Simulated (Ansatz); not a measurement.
Starting cell, Zr (hcp, Mg type):

```yaml
crystal:
  lattice:
    - [6.46319, 0.00000, 0.00000]
    - [-1.61580, 2.79864, 0.00000]
    - [0.00000, 0.00000, 5.17363]
  atoms:
    - { symbol: Zr, position: [0.16667, 0.66667, 0.75000] }
    - { symbol: Zr, position: [0.66667, 0.66667, 0.75000] }
    - { symbol: Zr, position: [0.33333, 0.33333, 0.25000] }
    - { symbol: Zr, position: [0.83333, 0.33333, 0.25000] }
```

A phonon eigenvector at M = (0.5, 0.0, 0.0) is frozen into this cell: atom i moves by Q times the vector below, so Q is the largest atomic displacement, in Å. The cell is held. (q is in reciprocal vectors of the primitive cell; the cell shown is doubled to hold the pattern.)

```
atom      x      y       z
----  -----  -----  ------
Zr1   0.000  0.000   1.000
Zr2   0.000  0.000  -1.000
Zr3   0.000  0.000   1.000
Zr4   0.000  0.000  -1.000
```

Calculation: PBE (plane waves to 420 eV, PAW, scalar-relativistic; Ansatz, a program for electronic structure). k mesh 17×17×9 (Γ-centred), Fermi-Dirac smearing 0.05 eV. The energy includes the smearing's −TS. With partly filled bands, energies and forces of such displacements shift with the k mesh and the smearing. The PAW data are Ansatz's earlier set. Zr is run without spin polarisation. Zr was relaxed with its symmetry unable to fall. The zero of ΔE is the undisplaced structure.

Successive frames, forces in eV/Å:

```tsv
frame	ΔE (eV/cell)	F on Zr1	F on Zr2	F on Zr3	F on Zr4
Q = -0.120 Å	0.061	(0.031, 0.018, 0.263)	(0.031, 0.018, -0.263)	(-0.031, -0.018, 0.263)	(-0.031, -0.018, -0.263)
Q = -0.090 Å	0.034	(0.016, 0.009, 0.192)	(0.016, 0.009, -0.192)	(-0.016, -0.009, 0.192)	(-0.016, -0.009, -0.192)
Q = -0.060 Å	0.015	(0.007, 0.004, 0.126)	(0.007, 0.004, -0.126)	(-0.007, -0.004, 0.126)	(-0.007, -0.004, -0.126)
```

What are the energy and the forces in the next frame, Q = -0.030 Å?

ΔE (eV/cell) = 0.004.

```json
[
 {"atom": "Zr1", "Fx": "0.001", "Fy": "0.001", "Fz": "0.062"},
 {"atom": "Zr2", "Fx": "0.001", "Fy": "0.001", "Fz": "-0.062"},
 {"atom": "Zr3", "Fx": "-0.001", "Fy": "-0.001", "Fz": "0.062"},
 {"atom": "Zr4", "Fx": "-0.001", "Fy": "-0.001", "Fz": "-0.062"}
]
```

(For displaced atoms, the force is minus the slope of the energy, and its curvature is a force constant, which sets phonon frequencies.)
